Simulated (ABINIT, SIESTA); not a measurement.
This is a calculation of CrN2 for ABINIT 10.8.3 (patched build). The cell comes from a database or a generator and needn't be the stable form of this composition.

run.abi

```
pp_dirpath "./"
pseudos "Cr.GGA_PBE-JTH.xml, N.GGA_PBE-JTH.xml"

acell 7.3733069369 9.0886604731 5.2613187844
rprim
     1.0000000000     0.0000000000     0.0000000000
     0.0000000000     1.0000000000     0.0000000000
     0.0000000000     0.0000000000     1.0000000000
ntypat 2
znucl 24 7
natom 6
typat 1 1 2 2 2 2
xred
     0.0000000000     0.0000000000     0.0000000000
     0.5000000000     0.5000000000     0.5000000000
     0.8661700000     0.5887750000     0.0000000000
     0.1338300000     0.4112250000     0.0000000000
     0.3661700000     0.9112250000     0.5000000000
     0.6338300000     0.0887750000     0.5000000000
chkprim 0
chksymtnons 0
tolsym 1.0e-6

ecut 26.0
pawecutdg 48.0
pawxcdev 0

kptopt 1
ngkpt 7 6 10
nshiftk 1
shiftk 0.0 0.0 0.0

ixc -116133

nband 31
occopt 3
tsmear 0.05 eV

nsppol 2
spinat
     0.0000000000     0.0000000000     3.0000000000
     0.0000000000     0.0000000000     3.0000000000
     0.0000000000     0.0000000000     0.0000000000
     0.0000000000     0.0000000000     0.0000000000
     0.0000000000     0.0000000000     0.0000000000
     0.0000000000     0.0000000000     0.0000000000

nstep 100
tolvrs 1.0e-9

iomode 3
prtwf 0
prtden 0
prteig 0
prtebands 0
```

Potentials or basis: JTH PAW PBE v2.0.

Launch:

```console
$ mpirun --bind-to none -np 4 abinit run.abi > log 2>&1
```

Set up the same calculation for SIESTA 5.4.2. Potentials or basis there: files PseudoDojo sr-pbesol-0.4.1-standard, DZP (energy shift 0.003 Ry; two zetas on semicore shells).

As run (cutoffs and basis follow the program's own potentials, and thresholds, step limits or extra output files can differ):

File CrN2.fdf:

```
SystemName                      CrN2
SystemLabel                     CrN2
NumberOfSpecies                 2
NumberOfAtoms                   6
%block ChemicalSpeciesLabel
  1  24 Cr
  2   7 N
%endblock ChemicalSpeciesLabel

LatticeConstant                 1.0 Ang
%block LatticeVectors
     3.9017860000     0.0000000000     0.0000000000
     0.0000000000     4.8095120000     0.0000000000
     0.0000000000     0.0000000000     2.7841700000
%endblock LatticeVectors
AtomicCoordinatesFormat         Fractional
%block AtomicCoordinatesAndAtomicSpecies
     0.0000000000     0.0000000000     0.0000000000  1  Cr
     0.5000000000     0.5000000000     0.5000000000  1  Cr
     0.8661700000     0.5887750000     0.0000000000  2  N
     0.1338300000     0.4112250000     0.0000000000  2  N
     0.3661700000     0.9112250000     0.5000000000  2  N
     0.6338300000     0.0887750000     0.5000000000  2  N
%endblock AtomicCoordinatesAndAtomicSpecies

%block kgrid.MonkhorstPack
    7   0   0  0.0
    0   6   0  0.0
    0   0  10  0.0
%endblock kgrid.MonkhorstPack
XC.Functional                   GGA
XC.Authors                      PBEsol
PAO.BasisSize                   DZP
PAO.EnergyShift                 0.003 Ry
Mesh.Cutoff                     800 Ry
Spin                            polarized
%block DM.InitSpin
    1   3.000
    2   3.000
    3   0.000
    4   0.000
    5   0.000
    6   0.000
%endblock DM.InitSpin
OccupationFunction              FD
ElectronicTemperature           0.05 eV
MaxSCFIterations                200
SCF.MustConverge                false
SCF.Mixer.Method                Pulay
SCF.Mixer.Weight                0.1
SCF.Mixer.History               10
SCF.DM.Tolerance                5.0e-05
SCF.H.Tolerance                 1.0e-03 eV
WriteForces                     true
Charge.Mulliken                 end
%block PAO.Basis
  Cr 5
  n=3 0 2
    2.890 0.000
  n=4 0 2
    8.651 0.000
  n=3 1 2
    3.273 0.000
  n=4 1 1
    8.651
  n=3 2 2
    6.355 0.000
%endblock PAO.Basis
```

Potentials or basis: PseudoDojo 0.4 standard (PBEsol files), converted to PSML, two zetas on semicore shells, DZP (energy shift 0.003 Ry; two zetas on semicore shells).

Run with:

```console
$ siesta < CrN2.fdf > CrN2.out 2>&1
```

Both were run:

|  | ABINIT | SIESTA |
| --- | --- | --- |
| Pressure | -9.8 GPa | -6.6 GPa |
| Net moment | 4.23 μB per cell | 4.26 μB per cell |

ABINIT's potentials were made for PBE.

The magnetic state is the one that the start led to; the real crystal's order can differ.

The two runs disagree by more than potentials and bases usually give (in gap, levels, pressure or energy); the cause wasn't traced.

Pressure is positive in compression.
